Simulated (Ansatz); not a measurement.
SiGeC$_{2}$ in space group P-4m2 (No. 115; Ge on 1c, Si on 1a, C on 2g) under volume change, the program Ansatz at the r²SCAN level (PAW), shape and atoms relaxed at each volume.

```
V (Å³/atom)  E − E(relaxed) (meV/atom)  P (GPa)
-----------  -------------------------  -------
10.098                            68.6    23.83
10.430                            28.9    14.65
10.763                             6.9     6.77
11.096                             0.0     0.00
11.429                             6.2    -5.80
11.762                            23.5   -10.79
12.095                            50.5   -15.05
```

### Question
What does a third-order Birch–Murnaghan fit give for V₀, B₀ and B′?

### Answer
V₀ = 11.10 Å³/atom, B₀ = 208 GPa, B′ = 4.1.

The start of the workflow was typed in or built on a structure type; neither database checked (COD, Materials Project) lists it. Its standing as an ambient phase is unchecked. Symmetry was held in the r²SCAN relaxation; its stability against distortions is not shown here.

Potentials: the later of the program's two PAW sets.
